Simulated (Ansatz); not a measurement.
Total density of states per atom from plane-wave PAW PBE (Ansatz code), in 0.25 eV bins, energy from the Fermi level:

```
E (eV)  states/eV/atom
------  --------------
-7.85             0.08
-7.60             0.09
-7.35             0.10
-7.10             0.12
-6.85             0.41
-6.60             0.54
-6.35             0.37
-6.10             0.43
-5.85             0.79
-5.60             1.12
-5.35             1.19
-5.10             1.32
-4.85             1.08
-4.60             1.06
-4.35             1.27
-4.10             1.62
-3.85             1.26
-3.60             1.37
-3.35             1.81
-3.10             1.68
-2.85             1.76
-2.60             1.73
-2.35             1.77
-2.10             1.64
-1.85             1.76
-1.60             1.48
-1.35             1.81
-1.10             1.59
-0.85             1.55
-0.60             1.54
-0.35             1.36
-0.10             1.48
0.15              1.19
0.40              1.08
0.65              1.44
0.90              1.18
1.15              0.50
1.40              0.32
1.65              0.30
1.90              0.30
2.15              0.29
2.40              0.29
2.65              0.28
2.90              0.28
3.15              0.26
3.40              0.26
3.65              0.26
3.90              0.25
4.15              0.24
4.40              0.23
4.65              0.22
```

Pick the material that matches.
A. BRh, CsCl type
B. CoPtRh, P3m1 (Co on 1a, Pt on 1b, Rh on 1c)
C. CoMo, rock salt
D. TePt, CsCl type

B, CoPtRh, P3m1 (Co on 1a, Pt on 1b, Rh on 1c). Within 0.5 eV of the Fermi level: Co 3d 39 %, Rh 4d 34 %, Pt 5d 21 %. Projections are on Löwdin-orthogonalised atomic valence shells; empty p or d shells of many metals are not among them.

The start of the workflow was typed in or built on a structure type; neither database checked (COD, Materials Project) lists it. Its standing as an ambient phase is unchecked. Symmetry was held in the PBE relaxation; whether a distortion lowers the energy is not shown. Spin order of the final state: ferromagnetic, chosen from 3 collinear starts compared on coarse meshes (ties went to the first, and starts can fall back to one state), not a proven ground state. Scalar-relativistic: spin–orbit coupling is off unless named, which matters more the heavier the elements.

Potentials: the earlier of the program's two PAW sets.
